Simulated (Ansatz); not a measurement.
Pd:
```
Pd
1.0
    0.00000     1.93751     1.93751
    1.93751     0.00000     1.93751
    1.93751     1.93751     0.00000
Pd
1
Cartesian
  0.00000   0.00000   0.00000
```

Relaxed with PBEsol. Special points in fractions of this cell's reciprocal vectors: Γ (0.000, 0.000, 0.000); X (0.500, 0.000, 0.500); U (0.625, 0.250, 0.625); K (0.375, 0.375, 0.750); L (0.500, 0.500, 0.500); W (0.500, 0.250, 0.750).

**Question.** List the band energies nearest the Fermi level at these points for the program Ansatz at the PBEsol level (PAW).

**Answer.** In eV from the Fermi level; about four levels below and three above (degenerate sets whole), none deeper than 8.9 eV; … stands for higher levels left out; points with the same levels are listed once.

```json
[
 {"k": "Γ", "below": "-7.37 -2.93 -2.93 -2.93", "above": "…"},
 {"k": "X", "below": "-5.55 -5.26 -0.04", "above": "0.30 0.30 …"},
 {"k": "U", "below": "-4.28 -2.05 -0.98 -0.17", "above": "…"},
 {"k": "L", "below": "-2.97 -2.97 -0.02 -0.02", "above": "…"},
 {"k": "W", "below": "-4.46 -3.50 -3.50 -1.36", "above": "0.30 …"}
]
```

Space group Fm-3m (fcc (Cu type)). The cell was relaxed with PBEsol under the symmetry of its start. No spin polarisation was allowed. Scalar-relativistic: spin–orbit coupling is off unless named, which matters more the heavier the elements.

Potentials: the later of the program's two PAW sets.
